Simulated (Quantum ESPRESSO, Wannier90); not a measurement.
# Wannier functions of SiO$_{2}$ (P3₁21)

```xyz
9
Lattice="4.9150 0.0000 0.0000 -2.4575 4.2565 0.0000 0.0000 0.0000 5.4313" Properties=species:S:1:pos:R:3 pbc="T T T"
Si    -1.1523    -1.9959     0.0000
Si     2.3047     0.0000     1.8104
Si    -1.1523     1.9959    -1.8104
O      0.3073     1.7596    -1.1683
O     -1.6775    -0.6137     0.6421
O      1.3702    -1.1459     2.4525
O      1.3702     1.1459     1.1683
O      0.3073    -1.7596    -0.6421
O     -1.6775     0.6137    -2.4525
```

Structure: Materials Project mp-7000, symmetrised, not relaxed again. COD (Crystallography Open Database) has the formula in 34 space groups, this one among them (matched by group alone). Computed values, not measurements, from PBEsol: Quantum ESPRESSO (norm-conserving PseudoDojo potentials, cutoff 68 Ry, no spin polarisation, no spin-orbit coupling) on a Γ-centred 6×6×4 mesh, then Wannier90. Density: 12×12×6 mesh, cold smearing 0.01 Ry.

Bands 7-12 form an isolated set from -9.34 to -4.52 eV relative to the valence-band maximum (on the path) and are turned into 6 Wannier functions by minimising the spread from the start: SCDM (isolated).

Centres (Cartesian, Å; one of the equivalent choices) and spreads:

```json
[
 {"n": "1", "x": "0.312", "y": "-1.843", "z": "-0.688", "spread (Å²)": "1.563", "nearest atom": "O8"},
 {"n": "2", "x": "0.312", "y": "1.843", "z": "-1.123", "spread (Å²)": "1.563", "nearest atom": "O4"},
 {"n": "3", "x": "1.440", "y": "-1.191", "z": "2.498", "spread (Å²)": "1.563", "nearest atom": "O6"},
 {"n": "4", "x": "-1.752", "y": "0.651", "z": "-2.498", "spread (Å²)": "1.563", "nearest atom": "O9"},
 {"n": "5", "x": "-1.752", "y": "-0.651", "z": "0.688", "spread (Å²)": "1.563", "nearest atom": "O5"},
 {"n": "6", "x": "1.440", "y": "1.191", "z": "1.123", "spread (Å²)": "1.563", "nearest atom": "O7"}
]
```

Ω_I = 9.28 Å², Ω_total = 9.38 Å²; the interpolated bands follow pw.x to 0.2 meV rms on the path. Only this start was tried; a symmetric start can stop on a saddle, and mixtures of these functions could lower the total by at most Ω_total − Ω_I.
